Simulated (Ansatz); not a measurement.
Total density of states per atom from PBE in the plane-wave PAW code Ansatz, in 0.25 eV bins, energy from the Fermi level:

(E (eV), states/eV/atom): (-6.95, 0.00); (-6.70, 0.03); (-6.45, 0.05); (-6.20, 0.07); (-5.95, 0.09); (-5.70, 0.11); (-5.45, 0.14); (-5.20, 0.18); (-4.95, 0.74); (-4.70, 1.51); (-4.45, 2.37); (-4.20, 2.24); (-3.95, 1.87); (-3.70, 1.46); (-3.45, 1.72); (-3.20, 1.69); (-2.95, 1.87); (-2.70, 2.08); (-2.45, 3.28); (-2.20, 2.17); (-1.95, 1.79); (-1.70, 1.66); (-1.45, 2.09); (-1.20, 2.11); (-0.95, 1.78); (-0.70, 1.67); (-0.45, 1.84); (-0.20, 2.66); (0.05, 2.11); (0.30, 0.53); (0.55, 0.24); (0.80, 0.24); (1.05, 0.25); (1.30, 0.25); (1.55, 0.25); (1.80, 0.26); (2.05, 0.25); (2.30, 0.26); (2.55, 0.26); (2.80, 0.26); (3.05, 0.26); (3.30, 0.26); (3.55, 0.26); (3.80, 0.26); (4.05, 0.25); (4.30, 0.24); (4.55, 0.23); (4.80, 0.22)

Task: Which of these materials gives this?
(A) Be, hcp (Mg type)
(B) Pd, fcc (Cu type)
(C) Al, fcc (Cu type)
(D) Pb, fcc (Cu type)

Result: B, Pd, fcc (Cu type). Within 0.5 eV of the Fermi level: Pd 4d 93 %, outside the projected shells 7 %. Projections are on Löwdin-orthogonalised atomic valence shells; empty p or d shells of many metals are not among them.

Space group Fm-3m (fcc (Cu type)). Symmetry was held in the PBE relaxation. No spin polarisation was allowed. Scalar-relativistic: spin–orbit coupling is off unless named, which matters more the heavier the elements.

Potentials: the later of the program's two PAW sets.
